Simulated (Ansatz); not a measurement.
Ansatz (a quantum-chemistry and plane-wave program) input:

Ansatz 0.2 input:
```yaml
crystal:
  lattice:
    - [4.0710033525, 0.0, 0.0]
    - [0.0, 4.0710033525, 0.0]
    - [0.0, 0.0, 5.8270263547]
  atoms:
    - { symbol: La, position: [0.5, 0.0, 0.7139066286] }
    - { symbol: La, position: [0.0, 0.5, 0.2860933714] }
    - { symbol: O, position: [0.0, 0.0, 0.5] }
    - { symbol: O, position: [0.5, 0.5, 0.5] }
    - { symbol: F, position: [0.5, 0.5, 0.0] }
    - { symbol: F, position: [0.0, 0.0, 0.0] }
kpoints:
  mp_grid: { grid: [4, 4, 3] }
hamiltonian:
  xc: hse06
  pseudopotentials: { kind: paw }
magnetization: { noncollinear: true, spin_orbit: true }
scf:
  n_extra_bands: 12
  occupations: { method: gaussian, width: 0.02 }
output:
  eigenvalues: true
  eigenstates:
    e_range: [-9.0, 17.6]
    kpoints:
      - [0.276042, 0.276042, -0.5]  # VBM
      - [0.5, 0.5, 0.0]  # CBM
      - [0.0, 0.0, 0.0]  # GAMMA
      - [0.0, 0.0, 0.5]  # Z
      - [0.5, 0.5, 0.0]  # M
      - [0.5, 0.5, 0.5]  # A
      - [0.0, 0.5, 0.5]  # R
      - [0.0, 0.5, 0.0]  # X
```

Output (shortened):

```
Pseudopotential: La, paw_fr, valence charge 11
Pseudopotential: O, paw_fr, valence charge 6
Pseudopotential: F, paw_fr, valence charge 7
Functional definition: HSE06
non-collinear run that drives no moment, with spin-orbit …
Crystal: 6 atoms, lattice volume = 96.572 Å³
Basis set: ecut = 420 eV, 1891 PW (Γ)
Bands: 60, of which v1, the nominal top of the filled ones, is band 48 counted from 1 (47 counted from 0)
Symmetry: 16 space group operations + 16 with time reversal
k-points: 12 of 48
Projection manifold: j_resolved (fully-relativistic pseudo-atomic orbitals)
SCF iter   1: F=—  HF=-15289.892318 eV  |F-HF|=—  |Δ(HF+E_count)|=         —  Δρ=4.47e-1  dr2=2.90e2  dr2_m=0.00e0 (ungated)  ethr=1.00e-1  |M|=0.00e0 ∫|m|=0.00e0 μB  |m|>n=0.0e0 m-floor=0.0e0 τ_xc=0.0e0  β_m=0.30  ⟨swp⟩=2.5  Hψ=2942  notcnv=0
preconditioner: auto → Kerker (q_TF=auto, 2.428 Å⁻¹)
spin=Noncollinear: Kerker preconditioning applied to the charge; magnetization (m_x, m_y, m_z) channels mix plain (no charge-response kernel on spin).
SCF iter   2: F=—  HF=-15279.396656 eV  |F-HF|=—  |Δ(HF+E_count)|=    1.05e1  Δρ=1.30e-1  dr2=1.42e1  dr2_m=0.00e0 (ungated)  ethr=1.00e-1  |M|=0.00e0 ∫|m|=0.00e0 μB  |m|>n=0.0e0 m-floor=0.0e0 τ_xc=0.0e0  β_m=0.28  ⟨swp⟩=6.2  Hψ=2449  notcnv=0
preconditioner: auto → none
SCF iter   3: F=—  HF=-15275.795095 eV  |F-HF|=—  |Δ(HF+E_count)|=    3.60e0  Δρ=7.99e-2  dr2=3.78e0  dr2_m=0.00e0 (ungated)  ethr=2.95e-2  |M|=0.00e0 ∫|m|=0.00e0 μB  |m|>n=0.0e0 m-floor=0.0e0 τ_xc=0.0e0  β_m=0.33  ⟨swp⟩=4.6  Hψ=1768  notcnv=0
SCF iter   4: F=—  HF=-15275.230091 eV  |F-HF|=—  |Δ(HF+E_count)|=   5.65e-1  Δρ=3.56e-2  dr2=1.01e0  dr2_m=0.00e0 (ungated)  ethr=7.87e-3  |M|=0.00e0 ∫|m|=0.00e0 μB  |m|>n=0.0e0 m-floor=0.0e0 τ_xc=0.0e0  β_m=0.39  ⟨swp⟩=4.7  Hψ=1956  notcnv=0  defer=116
SCF iter   5: F=—  HF=-15275.117912 eV  |F-HF|=—  |Δ(HF+E_count)|=   1.12e-1  Δρ=1.86e-2  dr2=4.22e-1  dr2_m=0.00e0 (ungated)  ethr=2.10e-3  |M|=0.00e0 ∫|m|=0.00e0 μB  |m|>n=0.0e0 m-floor=0.0e0 τ_xc=0.0e0  β_m=0.52  ⟨swp⟩=4.9  Hψ=1841  notcnv=0  defer=126
SCF iter   6: F=—  HF=-15275.042004 eV  |F-HF|=—  |Δ(HF+E_count)|=   7.59e-2  Δρ=6.80e-3  dr2=7.13e-2  dr2_m=0.00e0 (ungated)  ethr=8.78e-4  |M|=0.00e0 ∫|m|=0.00e0 μB  |m|>n=0.0e0 m-floor=0.0e0 τ_xc=0.0e0  β_m=0.74  ⟨swp⟩=5.2  Hψ=1981  notcnv=0  defer=112
SCF iter   7: F=—  HF=-15275.026733 eV  |F-HF|=—  |Δ(HF+E_count)|=   1.53e-2  Δρ=3.62e-3  dr2=1.61e-2  dr2_m=0.00e0 (ungated)  ethr=1.49e-4  |M|=0.00e0 ∫|m|=0.00e0 μB  |m|>n=0.0e0 m-floor=0.0e0 τ_xc=0.0e0  β_m=0.69  ⟨swp⟩=5.0  Hψ=2158  notcnv=0  defer=133
SCF iter   8: F=-15275.022327 eV  HF=-15275.023923 eV  |F-HF|=1.60e-3  |Δ(HF+E_count)|=   2.81e-3  Δρ=1.01e-3  dr2=1.65e-3  dr2_m=0.00e0 (ungated)  ethr=3.36e-5  |M|=0.00e0 ∫|m|=0.00e0 μB  |m|>n=0.0e0 m-floor=0.0e0 τ_xc=0.0e0  ⟨swp⟩=5.5  Hψ=2161  notcnv=0  defer=128
SCF 1 stopped early in 8 iterations: F = -15275.022327 eV  dr2 = 1.65e-3
Crystal: 6 atoms, lattice volume = 96.572 Å³
Projection manifold: j_resolved (fully-relativistic pseudo-atomic orbitals)
Exchange kernel: α = 0.2500, screened, ω = 0.2079 Å⁻¹, Wigner–Seitz truncation, v(0) = 1037.8851 eV·Å³, q-mesh 4×4×3, nearest image of the exchange supercell L …
Frozen-core exchange: fock
SCF iter   1: F=—  HF=-15269.953402 eV  |F-HF|=—  |Δ(HF+E_count)|=         —  Δρ=1.20e-2  dr2=2.27e-1  dr2_m=0.00e0 (ungated)  ethr=3.43e-5  |M|=0.00e0 ∫|m|=0.00e0 μB  |m|>n=0.0e0 m-floor=0.0e0 τ_xc=0.0e0  β_m=0.30  ⟨swp⟩=16.2  Hψ=4683  notcnv=2
preconditioner: auto → none
SCF iter   2: F=—  HF=-15269.889031 eV  |F-HF|=—  |Δ(HF+E_count)|=   6.44e-2  Δρ=5.88e-3  dr2=4.10e-2  dr2_m=0.00e0 (ungated)  ethr=3.43e-5  |M|=0.00e0 ∫|m|=0.00e0 μB  |m|>n=0.0e0 m-floor=0.0e0 τ_xc=0.0e0  β_m=0.55  ⟨swp⟩=7.9  Hψ=3108  notcnv=0  defer=28
SCF iter   3: F=—  HF=-15269.904170 eV  |F-HF|=—  |Δ(HF+E_count)|=   1.51e-2  Δρ=2.86e-3  dr2=8.35e-3  dr2_m=0.00e0 (ungated)  ethr=3.43e-5  |M|=0.00e0 ∫|m|=0.00e0 μB  |m|>n=0.0e0 m-floor=0.0e0 τ_xc=0.0e0  β_m=0.55  ⟨swp⟩=5.3  Hψ=2327  notcnv=0  defer=132
iter 4 solved again at ethr=1.40e-6 eV; its pass at ethr=1.68e-5 eV (dr2=6.74e-4 eV) is discarded
SCF iter   4: F=—  HF=-15269.901514 eV  |F-HF|=—  |Δ(HF+E_count)|=   2.66e-3  Δρ=7.71e-4  dr2=6.88e-4  dr2_m=0.00e0 (ungated)  ethr=1.40e-6  |M|=0.00e0 ∫|m|=0.00e0 μB  |m|>n=0.0e0 m-floor=0.0e0 τ_xc=0.0e0  β_m=0.62  ⟨swp⟩=5.8  Hψ=3928  notcnv=0  defer=48
SCF iter   5: F=—  HF=-15269.902349 eV  |F-HF|=—  |Δ(HF+E_count)|=   8.35e-4  Δρ=3.83e-4  dr2=1.27e-4  dr2_m=0.00e0 (ungated)  ethr=1.30e-6  |M|=0.00e0 ∫|m|=0.00e0 μB  |m|>n=0.0e0 m-floor=0.0e0 τ_xc=0.0e0  β_m=0.62  ⟨swp⟩=6.6  Hψ=2743  notcnv=0  defer=70
SCF iter   6: F=—  HF=-15269.902364 eV  |F-HF|=—  |Δ(HF+E_count)|=   1.46e-5  Δρ=2.80e-4  dr2=1.25e-4  dr2_m=0.00e0 (ungated)  ethr=2.54e-7  |M|=0.00e0 ∫|m|=0.00e0 μB  |m|>n=0.0e0 m-floor=0.0e0 τ_xc=0.0e0  β_m=0.75  ⟨swp⟩=3.1  Hψ=1465  notcnv=0  defer=57
SCF iter   7: F=-15269.902300 eV  HF=-15269.902312 eV  |F-HF|=1.17e-5  |Δ(HF+E_count)|=   5.18e-5  Δρ=1.04e-4  dr2=1.81e-5  dr2_m=0.00e0 (ungated)  ethr=2.48e-7  |M|=0.00e0 ∫|m|=0.00e0 μB  |m|>n=0.0e0 m-floor=0.0e0 τ_xc=0.0e0  ⟨swp⟩=3.8  Hψ=1709  notcnv=0  defer=20
SCF 2 stopped early in 7 iterations: F = -15269.902300 eV  dr2 = 1.81e-5
hybrid outer 1: dexx = +3.522e-2 eV, tail = 1.44e-4 eV
Crystal: 6 atoms, lattice volume = 96.572 Å³
Projection manifold: j_resolved (fully-relativistic pseudo-atomic orbitals)
Exchange kernel: α = 0.2500, screened, ω = 0.2079 Å⁻¹, Wigner–Seitz truncation, v(0) = 1037.8851 eV·Å³, q-mesh 4×4×3, nearest image of the exchange supercell L …
Frozen-core exchange: fock
SCF iter   1: F=—  HF=-15269.900511 eV  |F-HF|=—  |Δ(HF+E_count)|=         —  Δρ=2.10e-4  dr2=3.29e-5  dr2_m=0.00e0 (ungated)  ethr=1.50e-6  |M|=0.00e0 ∫|m|=0.00e0 μB  |m|>n=0.0e0 m-floor=0.0e0 τ_xc=0.0e0  β_m=0.30  ⟨swp⟩=11.3  Hψ=2521  notcnv=0
preconditioner: auto → none
iter 2 solved again at ethr=3.14e-9 eV; its pass at ethr=6.73e-8 eV (dr2=1.51e-6 eV) is discarded
SCF iter   2: F=—  HF=-15269.900503 eV  |F-HF|=—  |Δ(HF+E_count)|=   7.61e-6  Δρ=5.74e-5  dr2=1.97e-6  dr2_m=0.00e0 (ungated)  ethr=3.14e-9  |M|=0.00e0 ∫|m|=0.00e0 μB  |m|>n=0.0e0 m-floor=0.0e0 τ_xc=0.0e0  β_m=0.63  ⟨swp⟩=4.8  Hψ=3739  notcnv=0  defer=4
SCF iter   3: F=—  HF=-15269.900505 eV  |F-HF|=—  |Δ(HF+E_count)|=   1.36e-6  Δρ=5.93e-5  dr2=4.86e-6  dr2_m=0.00e0 (ungated)  ethr=2.93e-9  |M|=0.00e0 ∫|m|=0.00e0 μB  |m|>n=0.0e0 m-floor=0.0e0 τ_xc=0.0e0  β_m=0.64  ⟨swp⟩=5.0  Hψ=2588  notcnv=0  recentre
SCF iter   4: F=—  HF=-15269.900503 eV  |F-HF|=—  |Δ(HF+E_count)|=   1.36e-6  Δρ=2.92e-5  dr2=9.03e-7  dr2_m=0.00e0 (ungated)  ethr=2.93e-9  |M|=0.00e0 ∫|m|=0.00e0 μB  |m|>n=0.0e0 m-floor=0.0e0 τ_xc=0.0e0  β_m=0.57  ⟨swp⟩=5.0  Hψ=2321  notcnv=0
SCF iter   5: F=—  HF=-15269.900507 eV  |F-HF|=—  |Δ(HF+E_count)|=   3.27e-6  Δρ=2.39e-5  dr2=6.36e-7  dr2_m=0.00e0 (ungated)  ethr=1.32e-9  |M|=0.00e0 ∫|m|=0.00e0 μB  |m|>n=0.0e0 m-floor=0.0e0 τ_xc=0.0e0  β_m=0.57  ⟨swp⟩=6.9  Hψ=2881  notcnv=0  defer=84
SCF iter   6: F=—  HF=-15269.900506 eV  |F-HF|=—  |Δ(HF+E_count)|=   1.67e-7  Δρ=1.06e-5  dr2=1.40e-7  dr2_m=0.00e0 (ungated)  ethr=1.31e-9  |M|=0.00e0 ∫|m|=0.00e0 μB  |m|>n=0.0e0 m-floor=0.0e0 τ_xc=0.0e0  β_m=0.76  ⟨swp⟩=3.9  Hψ=1641  notcnv=0  defer=84
SCF iter   7: F=-15269.900506 eV  HF=-15269.900506 eV  |F-HF|=1.80e-9  |Δ(HF+E_count)|=   2.51e-8  Δρ=1.28e-6  dr2=7.81e-9  dr2_m=0.00e0 (ungated)  ethr=2.75e-10  |M|=0.00e0 ∫|m|=0.00e0 μB  |m|>n=0.0e0 m-floor=0.0e0 τ_xc=0.0e0  ⟨swp⟩=5.5  Hψ=2099  notcnv=0  defer=54
SCF 3 converged in 7 iterations: F = -15269.900506 eV  dr2 = 7.81e-9
hybrid outer 2: dexx = +3.478e-6 eV, tail = 4.68e-8 eV, Δε = 7.72e-3 eV (about 1.97e-4 eV left of the loop's levels)
NSCF: frozen V_eff on 8 k-points
hybrid SCF converged: 2 outer / 14 inner (+8 warm-up), last move |dexx| = 3.48e-6 eV, tail = 4.68e-8 eV
Stability not checked (fock_operator)
Magnetization: |M| = 0.0000 μB,  M = (+0.0000, +0.0000, +0.0000) μB
Absolute magnetization: 0.0000 μB (∫|m|)
  site 0: m = (+0.0000, +0.0000, +0.0000) μB, |m| = 0.0000 μB  (R = 0.98 Å)
  site 1: m = (+0.0000, +0.0000, +0.0000) μB, |m| = 0.0000 μB  (R = 0.98 Å)
  site 2: m = (+0.0000, +0.0000, +0.0000) μB, |m| = 0.0000 μB  (R = 0.98 Å)
  site 3: m = (+0.0000, +0.0000, +0.0000) μB, |m| = 0.0000 μB  (R = 0.98 Å)
  site 4: m = (+0.0000, +0.0000, +0.0000) μB, |m| = 0.0000 μB  (R = 1.09 Å)
  site 5: m = (+0.0000, +0.0000, +0.0000) μB, |m| = 0.0000 μB  (R = 1.09 Å)
Free energy (F): -15269.900506 eV
Frozen-core exchange: fock
Harris-Foulkes:  -15269.900506 eV  (|F-HF|=1.80e-9)
Internal energy: -15269.900506 eV  (E = F + TS)
E sigma→0 (E₀):  -15269.900506 eV
Fermi energy:    10.293755 eV
--- Per-component energies (eV) ---
  E_band       = -179.133240
  E_kinetic    = 1157.430000
  E_local      = -2474.947041  (includes V_loc(G=0)·N_el)
  E_nonlocal   = 426.408173
  E_hartree    = 914.302363
  E_xc         = -474.770498
  E_vxc        = -553.138714  (∫ρ·V_xc dr)
  E_exx        = -136.818752  (= α·E_x^exact, valence–valence)
  E_paw        = -11534.070269  (= ΣΔE_a)
  E_vpaw       = -289.860808  (= ΣTr[D̂ρ^β])
  E_aug_tail   = 0.009021  (compensation charges beyond the density's cutoff)
  E_ewald      = -3147.000752
  E_core_change = -0.442752  (= ΣΔE_core)
  E_smearing   =  0.000000  (= −TS)
  E_closure    = 0.000000  (closes the sum)
  Σ components = -15269.900506   (vs F -15269.900506, Δ=0.00e0)
  [band-id]    e_kinetic+e_local+e_nonlocal+2·e_hartree+e_vxc+2·e_exx+e_vpaw+e_augmentation_tail = -179.132145   (vs E_band -179.133240, Δ=1.10e-3)
--- Band table (eV; the first three rows and the last of 12) ---
  k-point 0: bands = ["-24.4830", "-24.4830", "-24.1958", "-24.1958", "-17.0499", "-17.0499", "-16.6716", "-16.6716", "-11.1235", "-11.1235", "-9.8093", "-9.8093", "-8.4493", "-8.4493", "-8.3912", "-8.3912", "-6.5927", "-6.5927", "-5.9315", "-5.9315", …
  k-point 1: bands = ["-24.4382", "-24.4382", "-24.2447", "-24.2447", "-17.0366", "-17.0366", "-16.6706", "-16.6706", "-11.1672", "-11.1672", "-9.8180", "-9.8180", "-8.4443", "-8.4443", "-8.3440", "-8.3440", "-6.5105", "-6.5105", "-6.0123", "-6.0123", …
  k-point 2: bands = ["-24.4118", "-24.4118", "-24.2065", "-24.2065", "-17.0098", "-17.0098", "-16.7512", "-16.7512", "-11.2527", "-11.2527", "-10.4815", "-10.4815", "-8.4095", "-8.4095", "-8.0337", "-8.0337", "-6.1998", "-6.1998", "-6.0347", "-6.0347", …
  k-point 11: bands = ["-24.2137", "-24.2137", "-24.2137", "-24.2137", "-16.9452", "-16.9452", "-16.9452", "-16.9452", "-11.5245", "-11.5245", "-11.5245", "-11.5245", "-8.2283", "-8.2283", "-8.2283", "-8.2283", "-6.3764", "-6.3764", "-6.3764", "-6.3764", …
```

Cost: very roughly 13 core-minutes on shared cores.

The points marked VBM and CBM come from a semilocal run.

Space group P4/nmm. The first step of the workflow began from a Materials Project structure, measured or hypothetical; the Crystallography Open Database copy checked does not list it. COD files the formula under space group No. 166, so this cell is another polymorph or a model. Its standing as an ambient phase is unchecked. The cell was relaxed with HSE06 under the symmetry of its start; its stability against distortions is not shown here.

Potentials: the later of the program's two PAW sets.

Ansatz is a plane-wave DFT program.
